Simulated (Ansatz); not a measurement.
Theory: Ansatz, DFT PBE, scalar-relativistic, plane waves, PAW. All cells share a 420 eV cutoff and Γ-centred k meshes spaced at most about 0.3 Å⁻¹ (about 0.25 or finer for metals, 2π included). No spin polarisation in the final relaxations.

Temperature and zero-point effects are left out.

Two forms of CsAs₃ were relaxed alike.

A.

```
Cs As
1.0
     0.00000    3.75095    3.75095
     3.75095    0.00000    3.75095
     3.75095    3.75095    0.00000
Cs As
1 3
Direct
  0.00000 0.00000 0.00000
  0.25000 0.25000 0.25000
  0.75000 0.75000 0.75000
  0.50000 0.50000 0.50000
```

B.

```
Cs As
1.0
     3.21855    1.85823    6.04382
    -3.21855    1.85823    6.04382
     0.00000   -3.71646    6.04382
Cs As
1 3
Cartesian
  0.0000 0.0000 9.0657
  0.0000 0.0000 15.9350
  0.0000 0.0000 2.1964
  0.0000 0.0000 0.0000
```

Problem. Which would you expect to be lower, and how large is the difference?

Solution. B is lower, by 0.45 eV/atom. A has the BiF3 (D0_3) type, space group Fm-3m (No. 225), 26.4 Å³/atom and no gap on its mesh; B has space group R-3m (No. 166), 54.2 Å³/atom and a gap of 0.96 eV. Counting As atoms around Cs (those within 1.25 times the shortest such distance or 1.15 times the sum of covalent radii, 1.27 where that leaves under three; a plus sign parts nearer from farther groups), A has Cs 8+6 and B has Cs 6. B holds As–As units of three or more atoms (shortest 2.20 Å); in A the shortest As–As distance is 3.25 Å. The lower one is the more open, so pressure narrows the difference. Even the lower one lies +0.15 eV/atom against the reference forms of the elements (uncorrected), so neither is stable at this level. In A, around Cs lie 8 As at 3.25 Å and 6 As at 3.75 Å; As on a site of symmetry -43m is surrounded by 4 As at 3.25 Å, 4 Cs at 3.25 Å and 6 As at 3.75 Å; As on a site of symmetry m-3m has 8 As at 3.25 Å and 6 Cs at 3.75 Å. In B, Cs is surrounded by 6 As at 3.81 Å and 6 As at 4.79 Å; around As on a site of symmetry 3m lie 1 As at 2.20 Å and 3 Cs at 3.81 Å; around As on a site of symmetry -3m lie 2 As at 2.20 Å and 6 Cs at 4.79 Å. Both come from invented guesses. A third cell relaxed alike, in P6_3/mmc, lies 184 meV/atom below the lower of the two.

Kohn–Sham gaps at this level usually fall short of measured ones. Cells relaxed within their symmetry can be saddle points.
